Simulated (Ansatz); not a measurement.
A: CaF2 (fluorite), a = b = c = 5.5110 Å, α = β = γ = 90.00°
B: FeO (rock salt), a = b = c = 4.3090 Å, α = β = γ = 90.00°
C: HgSe (zinc blende), a = b = c = 6.260 Å, α = β = γ = 90.00°
D: Cs (bcc, W type), a = b = c = 6.1570 Å, α = β = γ = 90.00°

Scan: energy against volume (even scaling of the relaxed cell, symmetry kept). All come from one method, each on a k mesh of its own. All were relaxed with their symmetry unable to fall. At this level the bands of HgSe touch or barely overlap. FeO is run spin-polarised and with no Hubbard U; the real compound is an antiferromagnetic insulator, a state that this run doesn't describe. Relaxed FeO ends ferromagnetic. Spin-orbit coupling is left out. The relaxed volume of HgSe is well above the measured one; the method has no dispersion term. The magnetic order is the one the run started from; other orders were not tried. (This holds for the magnetic or f-shell members.)

Problem. Order them by bulk modulus (fitted) (lowest first) at the level PBE (plane waves to 420 eV, PAW, scalar-relativistic; Ansatz, an electronic-structure program).

Solution. D (2.0 GPa), C (42.5 GPa), A (77.5 GPa), B (184 GPa)

(Under strain, the slope of the energy per volume gives the stress and its curvature an elastic modulus.)
